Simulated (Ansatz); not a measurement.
# Ge (diamond), generalised stacking-fault energy along a line

Generalised stacking fault of Ge (diamond) on the {111} plane, glide cut. The cell below holds the perfect crystal with the plane normal along z; tilting its third vector by the shift puts one fault into each cell, between planes 0.82 Å apart, at fixed cell height.

```yaml
crystal:
  lattice:
    - [4.01240, 0.00000, 0.00000]
    - [2.00620, 3.47484, 0.00000]
    - [0.00000, 0.00000, 9.82833]
  atoms:
    - { symbol: Ge, position: [0.33333, 0.33333, 0.04167] }
    - { symbol: Ge, position: [0.00000, 0.00000, 0.37500] }
    - { symbol: Ge, position: [0.66667, 0.66667, 0.70833] }
    - { symbol: Ge, position: [0.66667, 0.66667, 0.95833] }
    - { symbol: Ge, position: [0.33333, 0.33333, 0.29167] }
    - { symbol: Ge, position: [0.00000, 0.00000, 0.62500] }
```

In-plane vectors a = (4.012, 0.000) Å, b = (2.006, 3.475) Å, area 13.94 Å². The shift is s times the vector a + b (length 6.950 Å), so s = 1 restores the start. Atoms relax along the normal only. γ = [E(shift) − E(0)] / area.

These are r2SCAN (plane waves to 500 eV, PAW, scalar-relativistic; Ansatz, a program for electronic structure) values and carry that method's errors. k mesh 8×8×3 (Γ-centred), Fermi-Dirac smearing 0.05 eV. E is the zero-smearing estimate. Compression counts positive. Some relaxations began with atoms very close together and may have settled on another branch. As the smearing reaches across the gap at some points, the k mesh leaves noise in γ, roughly 0.02 J/m² as judged from a few cases. Faults lie only 9.8 Å apart, and holding the cell height raises γ above its relaxed value. Ge was relaxed with its symmetry unable to fall. The zero of γ is zero shift.

```tsv
shift (Å)	γ (J/m²)	σ normal to the fault (GPa)
0.000	0.00	0.0
0.579	2.07	6.8
1.158	4.50	16.5
1.737	5.57	20.0
2.317	5.92	20.9
2.896	5.57	20.1
3.475	4.49	16.4
4.054	2.11	6.6
4.633	0.08	0.7
5.212	1.11	3.1
5.791	1.73	5.1
6.371	1.05	3.1
```

Key numbers:

| Item | Result |
|---|---|
| Highest computed γ on the line | 5.92 J/m² |
| Position of the highest point | s = 0.333 |
| Local minima between the ends | s = 0.667 |
| γ at the intrinsic stacking fault, s = 0.667 | 0.08 J/m² |
| Lower barrier from zero shift into that minimum (unstable fault energy, highest computed point) | 1.73 J/m² |
| Steepest slope dγ/d(shift) before the first maximum (spline) | 49 GPa |

The 12 points together took roughly 60 core-minutes.

(The slope of γ gives the shear force per area between the displaced halves; near zero shift its curvature is an elastic stiffness.)
